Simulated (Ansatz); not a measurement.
An Ansatz (a quantum-chemistry and plane-wave program) run. Input:

Ansatz 0.2 input:
```yaml
crystal:
  lattice:
    - [4.7297881953, 2.7307444878, 3.7305406824]
    - [-4.7297881953, 2.7307444878, 3.7305406824]
    - [0.0, -5.4614889756, 3.7305406824]
  atoms:
    - { symbol: Mo, position: [0.5861811997, 0.7772337279, 0.4529441742] }
    - { symbol: Mo, position: [0.4138188003, 0.2227662721, 0.5470558258] }
    - { symbol: Mo, position: [0.4529441742, 0.5861811997, 0.7772337279] }
    - { symbol: Mo, position: [0.5470558258, 0.4138188003, 0.2227662721] }
    - { symbol: Mo, position: [0.7772337279, 0.4529441742, 0.5861811997] }
    - { symbol: Mo, position: [0.2227662721, 0.5470558258, 0.4138188003] }
    - { symbol: Se, position: [0.784852737, 0.784852737, 0.784852737] }
    - { symbol: Se, position: [0.215147263, 0.215147263, 0.215147263] }
    - { symbol: Se, position: [0.8730585884, 0.6189116006, 0.2519384793] }
    - { symbol: Se, position: [0.1269414116, 0.3810883994, 0.7480615207] }
    - { symbol: Se, position: [0.2519384793, 0.8730585884, 0.6189116006] }
    - { symbol: Se, position: [0.7480615207, 0.1269414116, 0.3810883994] }
    - { symbol: Se, position: [0.6189116006, 0.2519384793, 0.8730585884] }
    - { symbol: Se, position: [0.3810883994, 0.7480615207, 0.1269414116] }
kpoints:
  mp_grid: { grid: [6, 6, 6] }
hamiltonian:
  xc: pbesol
  pseudopotentials: { kind: paw }
scf:
  occupations: { method: fermi_dirac, width: 0.1 }
phonons:
  method: dfpt
  response_accuracy: low
  eigenvectors: true
  rigid_motions: translations
```

Output (shortened):

```
Pseudopotential: Mo, paw, valence charge 14
Pseudopotential: Se, paw, valence charge 16
Functional definition: PBEsol
Crystal: 14 atoms, lattice volume = 289.098 Å³
Basis set: ecut = 420 eV, 5617 PW (Γ), exchange–correlation on 90×90×90 points (8 copies of the dense FFT grid, shifted against one another)
Bands: 128, of which v1, the nominal top of the filled ones, is band 106 counted from 1 (105 counted from 0)
Symmetry: 6 space group operations
k-points: 112 of 216 (irreducible under 1 space group operation, time reversal used)
SCF iter   1: F=—  HF=-72786.326444 eV  |F-HF|=—  |Δ(HF+E_count)|=         —  Δρ=4.96e-3  dr2=4.89e-2  ethr=1.77e-3  ⟨swp⟩=5.4  Hψ=48813  notcnv=0  defer=221
preconditioner: auto → LDOS
SCF iter   2: F=—  HF=-72786.330530 eV  |F-HF|=—  |Δ(HF+E_count)|=   4.09e-3  Δρ=1.73e-3  dr2=1.01e-2  ethr=2.31e-5  ⟨swp⟩=2.0  Hψ=29972  notcnv=0  defer=268
SCF iter   3: F=—  HF=-72786.325492 eV  |F-HF|=—  |Δ(HF+E_count)|=   5.04e-3  Δρ=5.10e-4  dr2=1.29e-3  ethr=4.75e-6  ⟨swp⟩=2.0  Hψ=25834  notcnv=0  defer=268
SCF iter   4: F=—  HF=-72786.325128 eV  |F-HF|=—  |Δ(HF+E_count)|=   3.63e-4  Δρ=1.32e-4  dr2=5.94e-5  ethr=6.11e-7  ⟨swp⟩=3.0  Hψ=27885  notcnv=0  defer=268
SCF iter   5: F=—  HF=-72786.325107 eV  |F-HF|=—  |Δ(HF+E_count)|=   2.12e-5  Δρ=4.14e-5  dr2=6.72e-6  ethr=2.80e-8  ⟨swp⟩=2.0  Hψ=25360  notcnv=0  defer=268
SCF iter   6: F=—  HF=-72786.324958 eV  |F-HF|=—  |Δ(HF+E_count)|=   1.49e-4  Δρ=1.17e-5  dr2=5.83e-7  ethr=3.17e-9  ⟨swp⟩=2.0  Hψ=20632  notcnv=0  defer=268
SCF iter   7: F=—  HF=-72786.324958 eV  |F-HF|=—  |Δ(HF+E_count)|=   5.30e-8  Δρ=2.44e-6  dr2=1.51e-8  ethr=2.75e-10  ⟨swp⟩=2.0  Hψ=17775  notcnv=0  defer=268
SCF iter   8: F=—  HF=-72786.324958 eV  |F-HF|=—  |Δ(HF+E_count)|=  8.73e-11  Δρ=7.59e-7  dr2=2.21e-9  ethr=7.15e-12  ⟨swp⟩=2.5  Hψ=24937  notcnv=0  defer=268
SCF iter  11: F=-72786.324958 eV  HF=-72786.324958 eV  |F-HF|=1.46e-11  |Δ(HF+E_count)|=  2.91e-11  Δρ=2.46e-8  dr2=9.69e-13  ethr=1.00e-12  ⟨swp⟩=12.6  Hψ=62307  notcnv=0
SCF 1 converged in 11 iterations: F = -72786.324958 eV  dr2 = 9.69e-13
DFPT response loops at Γ: preconditioner auto → Kerker (q_TF=auto, 2.591 Å⁻¹) (partly filled bands, converged f_vac=0.086) …
the run's response loops start from zero, take more passes and end by a threshold …
SCF converged after 11 iterations
Free energy (F): -72786.324958 eV
Harris-Foulkes:  -72786.324958 eV  (|F-HF|=1.46e-11)
Internal energy: -72786.001960 eV  (E = F + TS)
E sigma→0 (E₀):  -72786.163459 eV
Entropy (-TS):   -0.322998 eV (-23.071 meV/atom)
Fermi energy:    12.097090 eV
--- Per-component energies (eV) ---
  E_band       = -3641.304850
  E_kinetic    = 3609.970551
  E_local      = -28128.673740  (includes V_loc(G=0)·N_el)
  E_nonlocal   = -3865.197705
  E_hartree    = 13020.060539
  E_xc         = -1925.704695
  E_vxc        = -2161.895472  (∫ρ·V_xc dr)
  E_paw        = -33810.471801  (= ΣΔE_a)
  E_vpaw       = 864.374985  (= ΣTr[D̂ρ^β])
  E_aug_tail   = -0.004484  (compensation charges beyond the density's cutoff)
  E_ewald      = -21695.304025
  E_core_change = 9.323399  (= ΣΔE_core)
  E_smearing   = -0.322998  (= −TS)
  E_closure    = 0.000000  (closes the sum)
  Σ components = -72786.324958   (vs F -72786.324958, Δ=0.00e0)
  [band-id]    e_kinetic+e_local+e_nonlocal+2·e_hartree+e_vxc+e_vpaw+e_augmentation_tail = -3641.304787   (vs E_band -3641.304850, Δ=6.29e-5)
--- Band table (eV; the first three rows and the last of 112) ---
  k-point 0: bands = ["-48.6443", "-48.5552", "-48.5059", "-48.5059", "-48.4728", "-48.4728", "-35.7404", "-35.7403", "-35.7403", "-35.7400", "-35.7395", "-35.7395", "-35.7375", "-35.7372", "-35.7372", "-35.7371", "-35.7371", "-35.7370", "-35.7125", …
  k-point 1: bands = ["-48.6437", "-48.5558", "-48.5073", "-48.5059", "-48.4728", "-48.4715", "-35.7405", "-35.7403", "-35.7402", "-35.7399", "-35.7395", "-35.7395", "-35.7374", "-35.7373", "-35.7372", "-35.7371", "-35.7371", "-35.7370", "-35.7126", …
  k-point 2: bands = ["-48.6425", "-48.5572", "-48.5096", "-48.5059", "-48.4728", "-48.4690", "-35.7406", "-35.7404", "-35.7402", "-35.7398", "-35.7396", "-35.7395", "-35.7374", "-35.7373", "-35.7372", "-35.7371", "-35.7371", "-35.7370", "-35.7126", …
  k-point 111: bands = ["-48.6369", "-48.5626", "-48.5133", "-48.5133", "-48.4655", "-48.4655", "-35.7411", "-35.7399", "-35.7399", "-35.7398", "-35.7398", "-35.7395", "-35.7374", "-35.7374", "-35.7372", "-35.7372", "-35.7371", "-35.7370", "-35.7129", …
--- Phonons (Γ-DFPT): 8 representative perturbations + reference, on 112 of 216 k-points (Σ response iterations 92) ---
  ASR residual: 2.457e-3 → 0.000e0 eV/Å²; symmetrization residual: 4.384e-4 eV/Å²
  ASR residual per site (eV/Å²): 2.35e-3 2.35e-3 2.35e-3 2.35e-3 2.35e-3 2.35e-3 1.86e-3 1.86e-3 2.44e-3 2.44e-3 2.46e-3 2.46e-3 1.81e-3 1.81e-3
  Γ frequencies (cm⁻¹): 0.00 0.00 0.00 84.66 84.66 88.58 95.91 95.91 112.62 112.62 122.55 134.47 136.20 136.20 144.55 144.55 159.92 159.92 162.69 177.63 177.63 179.15 204.56 204.56 206.52 211.94 211.94 212.40 214.32 217.58 224.54 224.54 246.07 246.24 246.24 …
  non-analytic LO–TO correction: not included (Born effective charges unavailable; polar crystals: no LO–TO splitting at Γ)
```

Cost: very roughly 5 core-hours on shared cores.

Space group R-3. The first step of the workflow began from a Materials Project structure, measured or hypothetical; the Crystallography Open Database files this formula in space group No. 148, but the cells were not matched. Its standing as an ambient phase is unchecked. Symmetry was held in the PBEsol relaxation; whether a distortion lowers the energy is not shown. The run is not spin-polarised. As this level gives no gap, phonon frequencies hold no LO–TO term and depend on the k-mesh and smearing (Fermi–Dirac, 0.1 eV here). Spin–orbit coupling is left out wherever it is not named.

Potentials: the later of the program's two PAW sets.

Ansatz is a plane-wave DFT program.
